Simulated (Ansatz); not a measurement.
Notes on Cs₂VAgC₆

```yaml
crystal:
  lattice:
    - [0.00000, 4.37022, 4.37022]
    - [4.37022, 0.00000, 4.37022]
    - [4.37022, 4.37022, 0.00000]
  atoms:
    - { symbol: V, position: [0.00000, 0.00000, 0.00000] }
    - { symbol: C, position: [0.79000, 0.21000, 0.21000] }
    - { symbol: C, position: [0.21000, 0.79000, 0.21000] }
    - { symbol: C, position: [0.21000, 0.79000, 0.79000] }
    - { symbol: C, position: [0.79000, 0.21000, 0.79000] }
    - { symbol: C, position: [0.21000, 0.21000, 0.79000] }
    - { symbol: C, position: [0.79000, 0.79000, 0.21000] }
    - { symbol: Cs, position: [0.25000, 0.25000, 0.25000] }
    - { symbol: Cs, position: [0.75000, 0.75000, 0.75000] }
    - { symbol: Ag, position: [0.50000, 0.50000, 0.50000] }
```

Level: r2SCAN, no spin polarisation; 500 eV; 5×5×5 Γ-centred mesh; gaussian occupations (width 0.0133 eV); Ansatz 0.2.0, fixed geometry.

**Forces.** The largest is on C2 (and as large on other atoms): 1.54 eV/Å, components (1.54, 0.00, 0.00). It makes 180° with the line to a nearest neighbour, V1 at 1.84 Å, pointing away from it.
**Contacts.** V–C at 1.84 Å: least valence density 1.02 e/Å³ and ELF 0.40 there. Ag–C at 2.53 Å: least valence density 0.30 e/Å³ and ELF 0.23 there. Cs–C at 3.11 Å: least valence density 0.11 e/Å³ and ELF 0.06 there. These are pseudo-fields; inside the PAW spheres they differ from the all-electron ones.
**Charges.** Bader charges in e: Cs +0.76, V +1.36, Ag +0.56, C -0.57. In the mean V gives up most and C takes most.
**Stress.** The pressure is 7.4 GPa (compression positive), so with the atoms held at these fractions the cell would first expand; the forces are large, so a full relaxation may end otherwise.
**At the Fermi level.** It is a metal, with about 6.4 states/eV a cell as the mean within 0.25 eV of the Fermi level, mostly C p (89 %).

Origin: a known structure type with other elements, at an estimated volume, so it need not be a known compound. Caveats: no spin polarisation, so a magnetic state may lie lower; atoms or cell far from equilibrium.
